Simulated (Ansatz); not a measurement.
Input for Ansatz (plane-wave DFT, PAW):

```yaml
crystal:
  lattice:
    - [-1.4697551546, 1.4697551546, 4.2575175656]
    - [1.4697551546, -1.4697551546, 4.2575175656]
    - [1.4697551546, 1.4697551546, -4.2575175656]
  atoms:
    - { symbol: Li, position: [0.535141186, 0.535141186, 0.0] }
    - { symbol: Fe, position: [0.1739793699, 0.1739793699, 0.0] }
    - { symbol: As, position: [0.896578444, 0.896578444, 0.0] }
basis:
  ecutwfc: 420
kpoints:
  mp_grid: { grid: [20, 20, 20] }
hamiltonian:
  xc: pbesol
scf:
  occupations: { method: gaussian, width: 0.1 }
output:
  forces: true
  stress: true
  eigenvalues: true
  populations: true
```

Command:
```bash
ansatz run input.yaml --threads 1 --pin off --max-ram 2560MiB --backend cpu --events-out ev --progress --plain --runs-dir out
```

Theory: Ansatz 0.2.0, DFT PBEsol, scalar-relativistic, plane waves, PAW.

From the run's log, abridged:

```
Pseudopotentials: kind: paw
Pseudopotential: Li, paw, valence charge 3, recommended cutoff 420 eV (normal)
Pseudopotential: Fe, paw, valence charge 16, recommended cutoff 420 eV (normal)
Pseudopotential: As, paw, valence charge 15, recommended cutoff 420 eV (normal)
Functional definition: PBEsol
Crystal: 3 atoms, lattice volume = 36.788 Å³
Basis set: ecut = 420 eV, 699 PW (Γ), FFT grids on a1+a3, a2+a3, a3, exchange–correlation on 40×40×64 points (8 copies of the dense FFT grid, shifted against one another)
Bands: 21, of which v1, the nominal top of the filled ones, is band 17 counted from 1 (16 counted from 0)
Symmetry: 8 space group operations
Space group: I4mm (ITA 107), of the structure as read, at distance tolerance 3.3e-5 Å
k-points: 641 of 8000 (time reversal used)
Initial density: superposition of atomic densities (neutral atoms: chi_scale 0, normalization atom), corrected by the library's trained network
Initial wavefunctions: pseudopotential atomic-orbital guess
Functional: x = pbesol(κ = 0.804, μ = 0.12345679), c = pbesol(β = 0.046)
SCF iter   1: F=—  HF=-9463.950961 eV  |F-HF|=—  |Δ(HF+E_count)|=         —  Δρ=2.22e-2  dr2=1.47e-1  ethr=1.77e-3  ⟨swp⟩=4.6  Hψ=52006  notcnv=0
SCF iter   2: F=—  HF=-9463.937523 eV  |F-HF|=—  |Δ(HF+E_count)|=   1.34e-2  Δρ=8.24e-3  dr2=2.41e-2  ethr=4.33e-4  ⟨swp⟩=2.0  Hψ=20802  notcnv=0
SCF iter   3: F=—  HF=-9463.935353 eV  |F-HF|=—  |Δ(HF+E_count)|=   2.17e-3  Δρ=1.46e-3  dr2=1.15e-3  ethr=7.08e-5  ⟨swp⟩=1.1  Hψ=13522  notcnv=0
SCF iter   4: F=—  HF=-9463.935228 eV  |F-HF|=—  |Δ(HF+E_count)|=   1.25e-4  Δρ=4.17e-4  dr2=1.20e-4  ethr=3.37e-6  ⟨swp⟩=1.1  Hψ=13613  notcnv=0
SCF iter   5: F=—  HF=-9463.935225 eV  |F-HF|=—  |Δ(HF+E_count)|=   3.48e-6  Δρ=1.98e-4  dr2=1.56e-5  ethr=3.53e-7  ⟨swp⟩=2.0  Hψ=16283  notcnv=0
SCF iter   6: F=—  HF=-9463.935225 eV  |F-HF|=—  |Δ(HF+E_count)|=   1.89e-7  Δρ=6.26e-5  dr2=1.93e-6  ethr=4.60e-8  ⟨swp⟩=2.0  Hψ=20368  notcnv=0
SCF iter   7: F=—  HF=-9463.935224 eV  |F-HF|=—  |Δ(HF+E_count)|=   2.06e-7  Δρ=3.49e-5  dr2=3.71e-7  ethr=5.69e-9  ⟨swp⟩=2.2  Hψ=18019  notcnv=0
SCF iter   8: F=-9463.935224 eV  HF=-9463.935224 eV  |F-HF|=2.75e-8  |Δ(HF+E_count)|=   1.18e-7  Δρ=1.16e-5  dr2=3.04e-8  ethr=2.94e-10  ⟨swp⟩=5.4  Hψ=58674  notcnv=0
SCF 1 converged in 8 iterations: F = -9463.935224 eV  dr2 = 3.04e-8
SCF converged after 8 iterations
Free energy (F): -9463.935224 eV
Harris-Foulkes:  -9463.935224 eV  (|F-HF|=2.75e-8)
Internal energy: -9463.925728 eV  (E = F + TS)
E sigma→0 (E₀):  -9463.930476 eV
Entropy (-TS):   -0.009496 eV (-3.165 meV/atom)
Fermi energy:    13.362592 eV
--- Per-component energies (eV) ---
  E_band       = -532.184386
  E_kinetic    = 481.535096
  E_local      = -4003.774271  (includes V_loc(G=0)·N_el)
  E_nonlocal   = -478.609723
  E_hartree    = 1898.049999
  E_xc         = -207.315427
  E_vxc        = -245.663203  (∫ρ·V_xc dr)
  E_paw        = -3149.480019  (= ΣΔE_a)
  E_vpaw       = -81.769015  (= ΣTr[D̂ρ^β])
  E_aug_tail   = 0.000855  (compensation charges beyond the density's cutoff)
  E_ewald      = -4005.477868
  E_core_change = 1.145630  (= ΣΔE_core)
  E_smearing   = -0.009496  (= −TS)
--- Forces (eV/Å), atoms counted from 1 ---
  atom   1  Li     0.00000000     0.00000000     0.35468075
  atom   2  Fe     0.00000000     0.00000000     2.30795464
  atom   3  As     0.00000000     0.00000000    -2.66272251
--- Stress (GPa, compression-positive) ---
        6.695374       0.000000       0.000000
        0.000000       6.695374       0.000000
        0.000000       0.000000     -25.562268
  P = ⅓ Tr σ = -4.0572 GPa (-40.572 kbar)
--- Band table (eV; the first three rows and the last of 641) ---
  k-point 0: bands = ["-72.7187", "-39.0260", "-38.8934", "-38.8934", "-31.2256", "-22.8490", "-22.8109", "-22.7453", "-22.7443", "-22.7443", "-0.4069", "8.7726", "10.9430", "11.7661", "12.3430", "12.3430", "13.5514", "14.3192", "16.5786", "16.5786", "20.5888"]
  k-point 1: bands = ["-72.7186", "-39.0257", "-38.8945", "-38.8944", "-31.2248", "-22.8474", "-22.8115", "-22.7447", "-22.7446", "-22.7445", "-0.3385", "8.8238", "10.9857", "11.7855", "12.2311", "12.3390", "13.5097", "14.3214", "16.2264", "16.2619", "21.1835"]
  k-point 2: bands = ["-72.7181", "-39.0251", "-38.8977", "-38.8973", "-31.2226", "-22.8429", "-22.8132", "-22.7454", "-22.7453", "-22.7429", "-0.1342", "8.9685", "11.1141", "11.8373", "11.9004", "12.3115", "13.3837", "14.3255", "15.5763", "15.5963", "21.0123"]
  k-point 640: bands = ["-72.7187", "-39.0266", "-38.8934", "-38.8934", "-31.2251", "-22.8490", "-22.8109", "-22.7452", "-22.7445", "-22.7445", "-0.0442", "6.4376", "11.5914", "11.6957", "12.9500", "12.9500", "13.5544", "15.0504", "15.0504", "18.9657", "20.9202"]
--- Löwdin populations: 3 sites ---
  site symbol q [e]
     0     Li      2.4606
     1     Fe     15.8136
     2     As     15.3662
  spilling = 0.010578 (of n_electrons = 34.000000)
```

The calculation finished and met its thresholds.

It took 31 s on 1 thread of Intel(R) Xeon(R) 6975P-C (Granite Rapids), on a shared host, peak memory 0.79 GiB.

Spin polarisation was left out, and a magnetic state may lie lower.